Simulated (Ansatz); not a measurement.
Relaxed-ion elastic tensor of AlPt3N (anti-perovskite, Pm-3m) in GPa (Voigt order), DFT-PBEsol in the program Ansatz with PAW potentials; density 14.72 g/cm³, 14.13 Å³ per atom.

```csv
,1,2,3,4,5,6
1,312,174,174,0.0,0.0,0.0
2,174,312,174,0.0,0.0,0.0
3,174,174,312,0.0,0.0,0.0
4,0.0,0.0,0.0,-24.5,0.0,0.0
5,0.0,0.0,0.0,0.0,-24.5,0.0
6,0.0,0.0,0.0,0.0,0.0,-24.5
```

Is the crystal mechanically stable?

No: the smallest eigenvalue of C is -24.5 GPa.

The start of the workflow was typed in or built on a structure type; neither database checked (COD, Materials Project) lists it. Whether it is the stable phase at ambient conditions was not checked. The PBEsol relaxation kept the symmetry of its start. At this level the phase is dynamically unstable (imaginary phonons). The run is not spin-polarised. The volume moved by 18 % from the start of the relaxation. Its formation energy is positive at this level, so the cell may be metastable or incomplete. As this level gives no gap, shear constants depend on the k-mesh and smearing (Fermi–Dirac, 0.1 eV here). Spin–orbit coupling is left out wherever it is not named.

Potentials: the earlier of the program's two PAW sets. The files were generated under PBE; for other functionals the program regenerates the frozen cores, and for LDA and PBEsol the local potential too.
